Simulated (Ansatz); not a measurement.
Profile along the C–C line in C (graphite type, space group P6_3/mmc)

C (graphite type, space group P6_3/mmc)

```
CELL_PARAMETERS angstrom
      2.45536     0.00000     0.00000
     -1.22768     2.12640     0.00000
      0.00000     0.00000     6.67065
ATOMIC_POSITIONS crystal
  C  0.00000 0.00000 0.25000
  C  0.00000 0.00000 0.75000
  C  0.33333 0.66667 0.25000
  C  0.66667 0.33333 0.75000
```

Fields along a shortest C–C line of a (0001) plane (1.42 Å), from C to C, interpolated on the slice's grid (step about 0.1 Å). The numbers are results of r2SCAN+rVV10 (plane waves to 500 eV, PAW, scalar-relativistic; Ansatz, a quantum-chemistry and plane-wave program), not measurements. k mesh 15×15×5. Inside the PAW spheres the values are not all-electron values, and peaks at nuclei hang on which shells count as valence. C was relaxed with its symmetry unable to fall.

| distance from C (Å) | valence electron density (e/Å³) | electron localisation function |
|---|---|---|
| 0.00 | 1.73 | x |
| 0.14 | 1.84 | x |
| 0.28 | 2.07 | x |
| 0.43 | 2.15 | 0.77 |
| 0.57 | 2.11 | 0.92 |
| 0.71 | 2.07 | 0.94 |
| 0.85 | 2.11 | 0.92 |
| 0.99 | 2.14 | 0.76 |
| 1.14 | 2.06 | x |
| 1.28 | 1.84 | x |
| 1.42 | 1.74 | x |

x: too close to a nucleus for the ELF to mean much.

Density on the C–C line (1.42 Å) at its midpoint: 2.07 e/Å³. ELF at that point: 0.9. ELF maximum in the middle third of the C–C line: 0.94, 0.7 Å from C.
